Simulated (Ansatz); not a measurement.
# I, first-principles data

I (fcc (Cu type), Fm-3m), a = 5.1912 Å, b = 5.1912 Å, c = 5.1912 Å, α = 90.00°, β = 90.00°, γ = 90.00°; the cell used has 1 atom.

Space group Fm-3m (No. 225), fcc (Cu type); conventional cell a = b = c = 5.1912 Å, α = β = γ = 90.00°.

Method: PBE in the plane-wave PAW code Ansatz. Structure relaxed to zero pressure with the same functional. Other levels are named where they apply.

**Cell and energy**

| Item | Result |
|---|---|
| Volume per atom | 34.97 Å³ |
| Density | 6.03 g/cm³ |

**Electronic structure**

| Quantity | Value |
|---|---|
| Electronic character | metallic (no gap) |
| Density of states at the Fermi level | 1.6 states/eV per atom (mean over ±0.08 eV) |

**Mechanics**

| Property | Result |
|---|---|
| Bulk modulus (Birch–Murnaghan fit) | 23.8 GPa |
| Pressure derivative B′ | 5.6 |

A made-up cell: these elements were put on the sites of a structure type; neither database checked (COD, Materials Project) lists it. It is not the phase usual at ambient conditions (space group No. 64). The PBE relaxation kept the symmetry of its start; its stability against distortions is not shown here. With an odd number of electrons in the cell and no spin polarisation, the count alone makes it a metal. Scalar-relativistic: spin–orbit coupling is off unless named, which matters more the heavier the elements.

Potentials: the later of the program's two PAW sets.
